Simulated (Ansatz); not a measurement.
Li₄Pt₃ (Im-3m)

Computed with Ansatz, DFT PBE, scalar-relativistic, plane waves, PAW.

Plane waves to 420 eV, a k mesh through Γ of 10×10×10 on the computed 7-atom cell and Gaussian smearing (0.10 eV); no spin polarisation.

The structure is relaxed at this level of theory with its symmetry kept, and needn't be the ground state of this composition.

```cif
data_structure
_symmetry_space_group_name_H-M 'P 1'
_symmetry_Int_Tables_number 1
_cell_length_a 5.1045
_cell_length_b 5.1045
_cell_length_c 5.1045
_cell_angle_alpha 109.471
_cell_angle_beta 109.471
_cell_angle_gamma 109.471
_cell_volume 102.39
loop_
_atom_site_label
_atom_site_type_symbol
_atom_site_fract_x
_atom_site_fract_y
_atom_site_fract_z
_atom_site_occupancy
Li1 Li 0.50000 0.50000 0.50000 1
Li2 Li 0.00000 0.00000 0.50000 1
Li3 Li 0.00000 0.50000 0.00000 1
Li4 Li 0.50000 0.00000 0.00000 1
Pt1 Pt 0.00000 0.50000 0.50000 1
Pt2 Pt 0.50000 0.00000 0.50000 1
Pt3 Pt 0.50000 0.50000 0.00000 1
```

| Quantity | Value |
| --- | --- |
| Space group | Im-3m (No. 229) |
| Volume per atom | 98.7 bohr³ |
| Formation energy from the elements' standard states (uncorrected) | -0.458 eV/atom |
| Kohn–Sham band gap | none (metal) |
| Density of states at the Fermi level | 1.5 states/eV per cell |
| Orbital (Löwdin) character within 0.5 eV of the Fermi level | Pt 5d 49 %, Li 2s 28 %, Pt 6s 14 %, unprojected 8 % |
| Bader charge by site (e) | Li (4 in the cell) 0.84, Pt (3 in the cell) -1.11 |

Spin-orbit coupling is left out, which matters for the bands of heavy elements.

The cell was found from a structure generator's guess, not taken from experiment. Löwdin shares on free-atom orbitals overweight diffuse shells.
